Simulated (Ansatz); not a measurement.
An Ansatz (a program for electronic structure) run. Input:

Ansatz 0.2 input:
```yaml
crystal:
  lattice:
    - [4.5758947585, 0.0, 0.0]
    - [-2.2879473792, 3.9628411059, 0.0]
    - [0.0, 0.0, 6.6032640027]
  atoms:
    - { symbol: Si, position: [0.8361940584, 0.6723881168, 0.5] }
    - { symbol: Si, position: [0.1638059416, 0.8361940584, 0.8333333333] }
    - { symbol: Si, position: [0.3276118832, 0.1638059416, 0.1666666667] }
    - { symbol: Si, position: [0.1638059416, 0.3276118832, 0.5] }
    - { symbol: Si, position: [0.8361940584, 0.1638059416, 0.8333333333] }
    - { symbol: Si, position: [0.6723881168, 0.8361940584, 0.1666666667] }
    - { symbol: W, position: [0.0, 0.5, 0.1666666667] }
    - { symbol: W, position: [0.5, 0.0, 0.5] }
    - { symbol: W, position: [0.5, 0.5, 0.8333333333] }
kpoints:
  mp_grid: { grid: [8, 8, 5] }
  band_path:
    path:
      - [[0.0, 0.0, 0.0], [0.5, 0.0, 0.0], [0.3333333333, 0.3333333333, 0.0], [0.0, 0.0, 0.0], [0.0, 0.0, 0.5], [0.5, 0.0, 0.5], [0.3333333333, 0.3333333333, 0.5], [0.0, 0.0, 0.5]]  # Γ-M-K-Γ-A-L-H-A
      - [[0.5, 0.0, 0.5], [0.5, 0.0, 0.0]]  # L-M
      - [[0.3333333333, 0.3333333333, 0.5], [0.3333333333, 0.3333333333, 0.0]]  # H-K
    npoints: 8
basis: { xc_grid: 2 }
hamiltonian:
  xc: pbesol
  pseudopotentials: { kind: paw }
magnetization: { noncollinear: true, spin_orbit: true }
scf:
  n_extra_bands: 18
  convergence: { dr2_threshold: 0.0000000001 }
  occupations: { method: gaussian, width: 0.05 }
output: { eigenvalues: true }
```

Output (shortened):

```
Pseudopotential: Si, paw_fr, valence charge 4
Pseudopotential: W, paw_fr, valence charge 14
Functional definition: PBEsol
non-collinear run that drives no moment, with spin-orbit …
Crystal: 9 atoms, lattice volume = 119.741 Å³
Basis set: ecut = 420 eV, 2333 PW (Γ), exchange–correlation on 64×64×90 points (8 copies of the dense FFT grid, shifted against one another)
Bands: 84, of which v1, the nominal top of the filled ones, is band 66 counted from 1 (65 counted from 0)
Symmetry: 12 space group operations + 12 with time reversal
k-points: 30 of 320 (time reversal used)
Projection manifold: j_resolved (fully-relativistic pseudo-atomic orbitals)
SCF iter   1: F=—  HF=-34575.179091 eV  |F-HF|=—  |Δ(HF+E_count)|=         —  Δρ=4.72e-2  dr2=2.46e0  dr2_m=0.00e0 (ungated)  ethr=3.10e-3  |M|=0.00e0 ∫|m|=0.00e0 μB  |m|>n=0.0e0 m-floor=0.0e0 τ_xc=0.0e0  β_m=0.30  ⟨swp⟩=6.5  Hψ=13148  notcnv=0  defer=4
preconditioner: auto → Resta (q_TF=auto, 2.470 Å⁻¹)
spin=Noncollinear: Resta preconditioning applied to the charge; magnetization (m_x, m_y, m_z) channels mix plain (no charge-response kernel on spin).
SCF iter   2: F=—  HF=-34574.714322 eV  |F-HF|=—  |Δ(HF+E_count)|=   4.65e-1  Δρ=3.31e-2  dr2=1.03e0  dr2_m=0.00e0 (ungated)  ethr=3.10e-3  |M|=0.00e0 ∫|m|=0.00e0 μB  |m|>n=0.0e0 m-floor=0.0e0 τ_xc=0.0e0  β_m=0.58  ⟨swp⟩=2.0  Hψ=3106  notcnv=0  defer=328
SCF iter   3: F=—  HF=-34574.418271 eV  |F-HF|=—  |Δ(HF+E_count)|=   2.96e-1  Δρ=8.32e-3  dr2=7.27e-2  dr2_m=0.00e0 (ungated)  ethr=1.56e-3  |M|=0.00e0 ∫|m|=0.00e0 μB  |m|>n=0.0e0 m-floor=0.0e0 τ_xc=0.0e0  β_m=0.78  ⟨swp⟩=3.2  Hψ=4017  notcnv=0  defer=336
SCF iter   4: F=—  HF=-34574.398654 eV  |F-HF|=—  |Δ(HF+E_count)|=   1.96e-2  Δρ=1.49e-3  dr2=4.30e-3  dr2_m=0.00e0 (ungated)  ethr=1.10e-4  |M|=0.00e0 ∫|m|=0.00e0 μB  |m|>n=0.0e0 m-floor=0.0e0 τ_xc=0.0e0  β_m=0.89  ⟨swp⟩=2.1  Hψ=3747  notcnv=0  defer=336
SCF iter   5: F=—  HF=-34574.397659 eV  |F-HF|=—  |Δ(HF+E_count)|=   9.94e-4  Δρ=1.44e-4  dr2=1.33e-5  dr2_m=0.00e0 (ungated)  ethr=6.51e-6  |M|=0.00e0 ∫|m|=0.00e0 μB  |m|>n=0.0e0 m-floor=0.0e0 τ_xc=0.0e0  β_m=0.94  ⟨swp⟩=2.2  Hψ=3302  notcnv=0  defer=336
SCF iter   6: F=—  HF=-34574.397664 eV  |F-HF|=—  |Δ(HF+E_count)|=   4.53e-6  Δρ=2.22e-5  dr2=3.70e-7  dr2_m=0.00e0 (ungated)  ethr=2.01e-8  |M|=0.00e0 ∫|m|=0.00e0 μB  |m|>n=0.0e0 m-floor=0.0e0 τ_xc=0.0e0  β_m=0.97  ⟨swp⟩=2.1  Hψ=3941  notcnv=0  defer=336
SCF iter   7: F=—  HF=-34574.397773 eV  |F-HF|=—  |Δ(HF+E_count)|=   1.09e-4  Δρ=2.52e-6  dr2=9.81e-9  dr2_m=0.00e0 (ungated)  ethr=5.61e-10  |M|=0.00e0 ∫|m|=0.00e0 μB  |m|>n=0.0e0 m-floor=0.0e0 τ_xc=0.0e0  β_m=0.99  ⟨swp⟩=2.2  Hψ=3612  notcnv=0  defer=336
SCF iter   8: F=—  HF=-34574.397773 eV  |F-HF|=—  |Δ(HF+E_count)|=   2.50e-9  Δρ=3.63e-7  dr2=2.22e-10  dr2_m=0.00e0 (ungated)  ethr=1.49e-11  |M|=0.00e0 ∫|m|=0.00e0 μB  |m|>n=0.0e0 m-floor=0.0e0 τ_xc=0.0e0  β_m=0.99  ⟨swp⟩=2.8  Hψ=4055  notcnv=0  defer=336
SCF iter   9: F=-34574.397773 eV  HF=-34574.397773 eV  |F-HF|=1.46e-11  |Δ(HF+E_count)|=  6.55e-11  Δρ=5.32e-8  dr2=2.94e-12  dr2_m=0.00e0 (ungated)  ethr=1.00e-12  |M|=0.00e0 ∫|m|=0.00e0 μB  |m|>n=0.0e0 m-floor=0.0e0 τ_xc=0.0e0  ⟨swp⟩=11.0  Hψ=8878  notcnv=0
SCF 1 converged in 9 iterations: F = -34574.397773 eV  dr2 = 2.94e-12
NSCF: frozen V_eff on 75 k-points
SCF converged after 9 iterations
Magnetization: |M| = 0.0000 μB,  M = (+0.0000, +0.0000, +0.0000) μB
Absolute magnetization: 0.0000 μB (∫|m|)
  site 0: m = (+0.0000, +0.0000, +0.0000) μB, |m| = 0.0000 μB  (R = 1.05 Å)
  site 1: m = (+0.0000, +0.0000, +0.0000) μB, |m| = 0.0000 μB  (R = 1.05 Å)
  site 2: m = (+0.0000, +0.0000, +0.0000) μB, |m| = 0.0000 μB  (R = 1.05 Å)
  site 3: m = (+0.0000, +0.0000, +0.0000) μB, |m| = 0.0000 μB  (R = 1.05 Å)
  site 4: m = (+0.0000, +0.0000, +0.0000) μB, |m| = 0.0000 μB  (R = 1.05 Å)
  site 5: m = (+0.0000, +0.0000, +0.0000) μB, |m| = 0.0000 μB  (R = 1.05 Å)
  site 6: m = (+0.0000, +0.0000, +0.0000) μB, |m| = 0.0000 μB  (R = 1.06 Å)
  site 7: m = (+0.0000, +0.0000, +0.0000) μB, |m| = 0.0000 μB  (R = 1.06 Å)
  site 8: m = (+0.0000, +0.0000, +0.0000) μB, |m| = 0.0000 μB  (R = 1.06 Å)
Free energy (F): -34574.397773 eV
Harris-Foulkes:  -34574.397773 eV  (|F-HF|=1.46e-11)
Internal energy: -34574.397298 eV  (E = F + TS)
E sigma→0 (E₀):  -34574.397535 eV
Entropy (-TS):   -0.000475 eV (-0.053 meV/atom)
Fermi energy:    17.470464 eV
--- Per-component energies (eV) ---
  E_band       = -236.937827
  E_kinetic    = 1629.881592
  E_local      = -2814.543281  (includes V_loc(G=0)·N_el)
  E_nonlocal   = 146.443800
  E_hartree    = 1107.265325
  E_xc         = -1139.239916
  E_vxc        = -1018.237127  (∫ρ·V_xc dr)
  E_paw        = -28363.764857  (= ΣΔE_a)
  E_vpaw       = -395.013346  (= ΣTr[D̂ρ^β])
  E_aug_tail   = -0.000187  (compensation charges beyond the density's cutoff)
  E_ewald      = -5141.309239
  E_core_change = 0.869466  (= ΣΔE_core)
  E_smearing   = -0.000475  (= −TS)
  E_closure    = 0.000000  (closes the sum)
  Σ components = -34574.397773   (vs F -34574.397773, Δ=0.00e0)
  [band-id]    e_kinetic+e_local+e_nonlocal+2·e_hartree+e_vxc+e_vpaw+e_augmentation_tail = -236.937899   (vs E_band -236.937827, Δ=-7.21e-5)
--- Band table (eV; the first three rows and the last of 30) ---
  k-point 0: bands = ["-56.5660", "-56.5660", "-56.5523", "-56.5523", "-56.5523", "-56.5523", "-28.1173", "-28.1173", "-28.1171", "-28.1171", "-28.0654", "-28.0654", "-18.4785", "-18.4785", "-18.4615", "-18.4615", "-18.4186", "-18.4186", "-18.3832", …
  k-point 1: bands = ["-56.5652", "-56.5652", "-56.5559", "-56.5559", "-56.5495", "-56.5495", "-28.1276", "-28.1275", "-28.1039", "-28.1037", "-28.0685", "-28.0685", "-18.4969", "-18.4854", "-18.4575", "-18.4349", "-18.4286", "-18.4093", "-18.3808", …
  k-point 2: bands = ["-56.5629", "-56.5629", "-56.5596", "-56.5596", "-56.5479", "-56.5479", "-28.1332", "-28.1331", "-28.0897", "-28.0895", "-28.0772", "-28.0770", "-18.5051", "-18.5010", "-18.4442", "-18.4366", "-18.4140", "-18.4058", "-18.3599", …
  k-point 29: bands = ["-56.5612", "-56.5612", "-56.5558", "-56.5558", "-56.5534", "-56.5534", "-28.1135", "-28.1133", "-28.1047", "-28.1045", "-28.0853", "-28.0852", "-18.5012", "-18.4725", "-18.4627", "-18.4545", "-18.4327", "-18.4197", "-18.3950", …
```

Cost: roughly 4 core-minutes on shared cores.

Space group P6_222. The first step of the workflow began from a Materials Project structure, measured or hypothetical; the Crystallography Open Database copy checked does not list it. It is not the phase usual at ambient conditions (space group No. 139). The cell was relaxed with PBEsol under the symmetry of its start; of distortions, only those at the zone centre were tested. No spin polarisation was allowed.

Potentials: the later of the program's two PAW sets.

Ansatz is a plane-wave DFT program.
